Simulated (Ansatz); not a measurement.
TlIO3:
Space group R3m, hexagonal axes (No. 160); a = b = 6.290 Å, c = 7.932 Å, α = β = 90.00°, γ = 120.00°

```
atom  site  symmetry       x       y       z
----  ----  --------  ------  ------  ------
Tl      3a        3m  0.0000  0.0000  0.0057
I       3a        3m  0.0000  0.0000  0.5022
O       9b        .m  0.1858  0.3717  0.2766
```
(The calculation used a cell of 5 atoms; values per cell refer to that cell.)

Relaxed with r²SCAN+D4.

Which orbitals make up the states near the band edges in r²SCAN+D4 (plane waves, PAW; program Ansatz)?

Top 1 eV of the valence band: O 2p 74 %, Tl 6s 15 %. Bottom 1 eV of the conduction band: I 5p 52 %, O 2p 27 %, O 2s 8 %, Tl 6p 7 %, outside the projected shells 5 %. Projections are on Löwdin-orthogonalised atomic valence shells; empty p or d shells of many metals are not among them.

Tabulate the density of states.

States/eV per cell of 5 atoms, in 0.25 eV bins, energy from the valence-band maximum.

| E (eV) | total | O 2p | Tl 6p | I 5p |
|---|---|---|---|---|
| -7.85 | 0.00 | 0.00 | 0.00 | 0.00 |
| -7.60 | 0.00 | 0.00 | 0.00 | 0.00 |
| -7.35 | 0.00 | 0.00 | 0.00 | 0.00 |
| -7.10 | 0.00 | 0.00 | 0.00 | 0.00 |
| -6.85 | 0.00 | 0.00 | 0.00 | 0.00 |
| -6.60 | 0.03 | 0.02 | 0.00 | 0.01 |
| -6.35 | 2.08 | 1.12 | 0.06 | 0.73 |
| -6.10 | 3.75 | 2.10 | 0.06 | 1.25 |
| -5.85 | 2.18 | 1.23 | 0.03 | 0.69 |
| -5.60 | 1.97 | 1.13 | 0.03 | 0.59 |
| -5.35 | 2.01 | 1.13 | 0.03 | 0.57 |
| -5.10 | 1.98 | 1.08 | 0.03 | 0.51 |
| -4.85 | 2.97 | 1.60 | 0.04 | 0.64 |
| -4.60 | 3.38 | 1.71 | 0.06 | 0.60 |
| -4.35 | 2.65 | 1.45 | 0.07 | 0.36 |
| -4.10 | 1.01 | 0.63 | 0.03 | 0.13 |
| -3.85 | 0.57 | 0.32 | 0.01 | 0.10 |
| -3.60 | 2.56 | 1.34 | 0.06 | 0.35 |
| -3.35 | 2.54 | 1.29 | 0.06 | 0.29 |
| -3.10 | 1.68 | 0.81 | 0.05 | 0.16 |
| -2.85 | 1.50 | 1.07 | 0.13 | 0.06 |
| -2.60 | 1.56 | 1.33 | 0.15 | 0.01 |
| -2.35 | 2.57 | 2.27 | 0.18 | 0.02 |
| -2.10 | 4.35 | 3.57 | 0.19 | 0.11 |
| -1.85 | 6.67 | 5.73 | 0.26 | 0.17 |
| -1.60 | 5.13 | 4.70 | 0.15 | 0.05 |
| -1.35 | 5.93 | 5.37 | 0.09 | 0.10 |
| -1.10 | 8.98 | 7.87 | 0.10 | 0.16 |
| -0.85 | 4.70 | 3.86 | 0.06 | 0.09 |
| -0.60 | 1.70 | 1.18 | 0.04 | 0.03 |
| -0.35 | 5.09 | 3.39 | 0.06 | 0.24 |
| -0.10 | 0.47 | 0.30 | 0.01 | 0.08 |
| 0.15 | 0.00 | 0.00 | 0.00 | 0.00 |
| 0.40 | 0.00 | 0.00 | 0.00 | 0.00 |
| 0.65 | 0.00 | 0.00 | 0.00 | 0.00 |
| 0.90 | 0.00 | 0.00 | 0.00 | 0.00 |
| 1.15 | 0.00 | 0.00 | 0.00 | 0.00 |
| 1.40 | 0.00 | 0.00 | 0.00 | 0.00 |
| 1.65 | 0.00 | 0.00 | 0.00 | 0.00 |
| 1.90 | 0.00 | 0.00 | 0.00 | 0.00 |
| 2.15 | 0.00 | 0.00 | 0.00 | 0.00 |
| 2.40 | 0.00 | 0.00 | 0.00 | 0.00 |
| 2.65 | 0.00 | 0.00 | 0.00 | 0.00 |
| 2.90 | 0.00 | 0.00 | 0.00 | 0.00 |
| 3.15 | 0.06 | 0.01 | 0.00 | 0.04 |
| 3.40 | 0.37 | 0.09 | 0.02 | 0.21 |
| 3.65 | 0.66 | 0.17 | 0.05 | 0.35 |
| 3.90 | 1.18 | 0.33 | 0.09 | 0.59 |
| 4.15 | 1.43 | 0.41 | 0.14 | 0.68 |
| 4.40 | 2.08 | 0.56 | 0.40 | 0.81 |
| 4.65 | 2.99 | 0.66 | 1.03 | 0.86 |
| 4.90 | 3.00 | 0.60 | 1.20 | 0.76 |
| 5.15 | 1.97 | 0.40 | 0.78 | 0.52 |
| 5.40 | 1.61 | 0.34 | 0.62 | 0.44 |
| 5.65 | 1.59 | 0.33 | 0.65 | 0.44 |
| 5.90 | 1.98 | 0.39 | 0.88 | 0.53 |
| 6.15 | 3.80 | 0.64 | 2.11 | 0.79 |
| 6.40 | 3.85 | 0.65 | 2.21 | 0.75 |
| 6.65 | 5.40 | 0.84 | 3.40 | 0.86 |
| 6.90 | 6.38 | 1.11 | 3.84 | 1.00 |
| 7.15 | 5.07 | 1.19 | 2.24 | 1.15 |
| 7.40 | 3.15 | 0.93 | 0.88 | 0.94 |
| 7.65 | 1.27 | 0.44 | 0.22 | 0.42 |
| 7.90 | 0.12 | 0.04 | 0.02 | 0.04 |

The first step of the workflow began from a Materials Project structure, measured or hypothetical; the Crystallography Open Database copy checked does not list it. Its standing as an ambient phase is unchecked. The r²SCAN+D4 relaxation kept the symmetry of its start; its stability against distortions is not shown here. Spin–orbit coupling is left out wherever it is not named.

Potentials: the later of the program's two PAW sets.
